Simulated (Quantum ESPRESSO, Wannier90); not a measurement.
**Tight-binding from DFT: PtS$_{2}$ (CdI2 type)**

```xyz
3
Lattice="3.5487 0.0000 0.0000 -1.7744 3.0733 0.0000 0.0000 0.0000 5.5971" Properties=species:S:1:pos:R:3 pbc="T T T"
Pt     0.0000     0.0000     0.0000
S     -1.7744     1.0244    -1.2333
S      1.7744    -1.0244     1.2333
```

Structure: Materials Project mp-762, symmetrised, not relaxed again. COD (Crystallography Open Database) has an entry of this formula and space group (matched by these alone). Computed values, not measurements, from PBEsol: Quantum ESPRESSO (norm-conserving PseudoDojo potentials, cutoff 68 Ry, spinors with spin-orbit coupling) on a Γ-centred 6×6×4 mesh, then Wannier90. Density: 12×12×6 mesh, cold smearing 0.01 Ry. The cell is built of weakly bound layers, chains or molecules, whose nearest atoms lie 3.74 Å apart. Database cells relaxed without dispersion often hold them too far apart, which can enlarge gaps and weakens couplings between them; spacing and stacking were not compared with the measured crystal.

Base run: 22 functions from bands 13-54 of the 54 computed, start hydrogen-like Pt: d; S: p, centres 0.05 Å off the atoms, frozen window up to 2.53 eV relative to the valence-band maximum, outer window open. One setting was then changed (edges relative to the valence-band maximum; misfit to pw.x on a path, for states up to 2.0 eV relative to the valence-band maximum).

| run | Ω_I (Å²) | rms misfit (meV) | worst (meV) |
|---|---|---|---|
| base | 31.96 | 4.8 | 42 |
| changed | 30.53 | 41 | 351 |

Task: Which change was made?
A) frozen window to 3.53 eV
B) only the lowest 37 of the kept bands
C) frozen window to 4.53 eV
D) frozen window to 1.53 eV
E) only the lowest 32 of the kept bands

Result: D, frozen window to 1.53 eV. The others give:

| run | Ω_I (Å²) | rms misfit (meV) | worst (meV) |
|---|---|---|---|
| frozen window to 3.53 eV | 32.00 | 4.8 | 41 |
| frozen window to 4.53 eV | 32.00 | 4.8 | 41 |
| only the lowest 32 of the kept bands | 31.96 | 4.8 | 42 |
| only the lowest 37 of the kept bands | 31.96 | 4.8 | 42 |
